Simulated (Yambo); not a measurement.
G0W0@LDA for Cs$_{3}$YF$_{6}$ (space group Fm-3m, No. 225) in Yambo. Reference settings: 2×2×2 Γ-centred k mesh, 349 bands and a 7 Ry block in the screening, 349 bands in G with the Bruneval-Gonze terminator, plasmon pole fitted at 27.2 eV. The LDA gap X → Γ on this mesh is 5.62 eV; G0W0 gaps are taken between the same points.

The settings were changed. The gap went from 9.14 eV to 8.87 eV, and the shift of the valence edge from -2.18 eV to -1.57 eV.

Question: What was changed between the two runs?
(A) 225 bands in G, no terminator
(B) 3 Ry block
(C) pole fitted at 55 eV
(D) 130 bands in G, no terminator

Answer: D, 130 bands in G, no terminator. The others gave (gap, valence shift): pole fitted at 55 eV: 9.18, -2.25 eV; 225 bands in G, no terminator: 8.93, -1.83 eV; 3 Ry block: 9.30, -2.43 eV.

Geometry of the Materials Project entry, not relaxed at this level; primitive cell a = b = c = 7.008 Å, α = β = γ = 60.00°.

The structure is a Materials Project entry; no match was found in the copy of COD used, and its stability was not checked.

A shift is the quasiparticle energy of the state minus its LDA energy.
